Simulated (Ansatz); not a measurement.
Suppose ScAlN2 takes space group R-3m (No. 166), with Sc on 3b; Al on 3a; N on 6c.

Level of theory: DFT PBE, scalar-relativistic, plane waves, PAW in Ansatz. Cutoff 420 eV, Γ-centred mesh, Gaussian smearing, no spin polarisation.

The zero of energy is the elements' standard structures at the same level (N₂ as a molecule); no fitted shifts are applied.

Problem. Which cell and coordinates does it relax to?

Solution.

Space group R-3m:H (No. 166). a = 4.396 Å, b = 4.396 Å, c = 7.839 Å, α = 90.00°, β = 90.00°, γ = 120.00°
```tsv
atom	site	symmetry	x	y	z
Sc	3b	-3m	0.3333	0.6667	0.1667
Al	3a	-3m	0.0000	0.0000	0.0000
N	6c	3m	0.3333	0.6667	0.9015
```

Sc has 2 N at 2.08 Å, 6 N at 2.59 Å and 6 Al at 2.85 Å; Al is surrounded by 2 N at 1.84 Å, 6 N at 2.65 Å and 6 Sc at 2.85 Å; N has 1 Al at 1.84 Å, 1 Sc at 2.08 Å and 3 Sc at 2.59 Å. Another local minimum with the same sites may exist.

Problem. And its energy and gap?

Solution. The formation energy is −0.564 eV/atom. The gap on the 12×12×12 mesh of the 4-atom cell is 0.73 eV.

The last run used Gaussian smearing of 0.02 eV. Kohn–Sham gaps at this level usually fall short of measured ones. A structure relaxed within its symmetry needn't be a true minimum. Another cell of ScAlN2 relaxed alike, in I4_1/amd (a Materials Project cell), lies 0.86 eV/atom lower, so this cell isn't the stable form at this level.
